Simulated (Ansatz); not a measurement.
BiB:
```cif
data_B4Bi4
_chemical_formula_sum 'Bi4 B4'
_space_group_name_H-M_alt 'F-43m'
_space_group_IT_number 216
_space_group_name_Hall 'F -4 2 3'
_cell_length_a 5.48995
_cell_length_b 5.48995
_cell_length_c 5.48995
_cell_angle_alpha 90.000
_cell_angle_beta 90.000
_cell_angle_gamma 90.000
loop_
_atom_site_label
_atom_site_type_symbol
_atom_site_symmetry_multiplicity
_atom_site_Wyckoff_symbol
_atom_site_fract_x
_atom_site_fract_y
_atom_site_fract_z
_atom_site_occupancy
Bi1 Bi 4 c 0.25000 0.25000 0.25000 1
B1 B 4 a 0.00000 0.00000 0.00000 1
```
(The calculation used a cell of 2 atoms; values per cell refer to that cell.)

This is the r²SCAN-relaxed structure.

### Question
All from the program Ansatz at the r²SCAN level (PAW), unless another level is named. Estimate the hole effective mass, band 3 of 3 at the edge.

### Answer
0.024 along [100], 0.022 along [110], 0.022 along [111] (mₑ).

### Question
Give the hole effective mass, band 1 of 3 at the edge.

### Answer
0.21 along [100], 1.4 along [110], 0.48 along [111] (mₑ).

### Question
Give the weight of the valence-edge state by species (Voronoi cells).

### Answer
B 69 %, Bi 31 %.

A made-up cell: these elements were put on the sites of a structure type; neither database checked (COD, Materials Project) lists it. Whether it is the stable phase at ambient conditions was not checked. Symmetry was held in the r²SCAN relaxation; its stability against distortions is not shown here. Spin–orbit coupling is left out wherever it is not named.

Potentials: the later of the program's two PAW sets.

Edges and masses are those of Kohn–Sham bands, whose gap is no quasiparticle gap.
